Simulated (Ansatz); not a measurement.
Relaxed-ion elastic tensor of AlRh (CsCl type, Pm-3m) in GPa (Voigt order), the program Ansatz at the PBEsol level (PAW); density 8.22 g/cm³, 13.12 Å³ per atom.

|  | 1 | 2 | 3 | 4 | 5 | 6 |
|---|---|---|---|---|---|---|
| 1 | 325 | 156 | 156 | 0.0 | 0.0 | 0.0 |
| 2 | 156 | 325 | 156 | 0.0 | 0.0 | 0.0 |
| 3 | 156 | 156 | 325 | 0.0 | 0.0 | 0.0 |
| 4 | 0.0 | 0.0 | 0.0 | 120 | 0.0 | 0.0 |
| 5 | 0.0 | 0.0 | 0.0 | 0.0 | 120 | 0.0 |
| 6 | 0.0 | 0.0 | 0.0 | 0.0 | 0.0 | 120 |

Q: Is the crystal mechanically stable?

A: Yes: the smallest eigenvalue of C is 120 GPa.

Q: Work out the Voigt, Reuss and Hill averages.

A: K_V = 212, K_R = 212, K_H = 212; G_V = 106, G_R = 103, G_H = 104 GPa.

Q: Give Young's modulus, Poisson's ratio, Pugh's ratio and the universal anisotropy index.

A: E = 9KG/(3K + G) = 269 GPa; ν = 0.29; K/G = 2.04 (ductile by the Pugh limit of 1.75); A_U = 5G_V/G_R + K_V/K_R − 6 = 0.15.

Q: Estimate the sound speeds and the Debye temperature.

A: v_l = √((K + 4G/3)/ρ) = 6540 m/s, v_t = √(G/ρ) = 3560 m/s, mean 3970 m/s; Θ = (h/k)(3n/4πV)^(1/3) v_m = 502 K.

Q: Give the Zener ratio and Young's modulus along [100], [110] and [111].

A: A = 2C44/(C11 − C12) = 1.42; 1/E = S11 − 2(S11 − S12 − S44/2)Γ with Γ = 0, 1/4, 1/3 gives 224, 278, 303 GPa.

Q: Solve the Christoffel equation for the three sound speeds along [100], [110], [111].

A: Eigenvalues of C_ijkl n_j n_l equal ρv². In km/s, slowest first: [100] 3.82, 3.82, 6.29; [110] 3.21, 3.82, 6.62; [111] 3.42, 3.42, 6.73.

A made-up cell: these elements were put on the sites of a structure type; the Crystallography Open Database copy checked does not list it. Its standing as an ambient phase is unchecked. The PBEsol relaxation kept the symmetry of its start; its stability against distortions is not shown here. The run is not spin-polarised. As this level gives no gap, shear constants depend on the k-mesh and smearing (Fermi–Dirac, 0.1 eV here).

Potentials: the earlier of the program's two PAW sets. The files were generated under PBE; for other functionals the program regenerates the frozen cores, and for LDA and PBEsol the local potential too.
